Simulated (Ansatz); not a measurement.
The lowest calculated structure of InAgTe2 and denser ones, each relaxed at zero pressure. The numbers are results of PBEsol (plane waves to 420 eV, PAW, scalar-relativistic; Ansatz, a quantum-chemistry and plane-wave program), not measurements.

```csv
structure,E − E(first row) (eV/atom),V (Å³/atom)
"I-42d, tI16, chalcopyrite type",0,33.01
"P6₃/mmc, hP8",0.12,26.40
"Pmma, oP8",0.07,26.58
```

Problem. Estimate from H = E + PV, with the volumes held at these values, the pressure at which each denser structure becomes favourable. Which of these comes first?

Solution. The enthalpies cross at P = ΔE / (−ΔV); 1 eV/Å³ is 160.2 GPa.
- Pmma, oP8: 0.07 / (33.01 − 26.58) × 160.2 ≈ 1.7 GPa
- P6₃/mmc, hP8: 0.12 / (33.01 − 26.40) × 160.2 ≈ 2.9 GPa

First among these: Pmma, oP8, near 1.7 GPa. This leaves out the compression of both phases, so the common tangent of the full E(V) curves can lie elsewhere, the more so the higher the pressure; energy differences of these cells are good to about 0.01 eV/atom.

1 run with a doubtful electronic state, a coarser numerical grid, an end not at rest or a source that can't be used is left out. Each run could gain symmetry but not lose that of its start, so entries can be saddle points. From databases, or of a type measured for this composition: I-42d, tI16, chalcopyrite type; the others are generated cells (placed on structure types, drawn at random, substituted or restacked) that were not matched to a known phase here. Static energies at zero pressure. The runs use different k-meshes, so differences are rounded accordingly. No spin polarisation in the result.
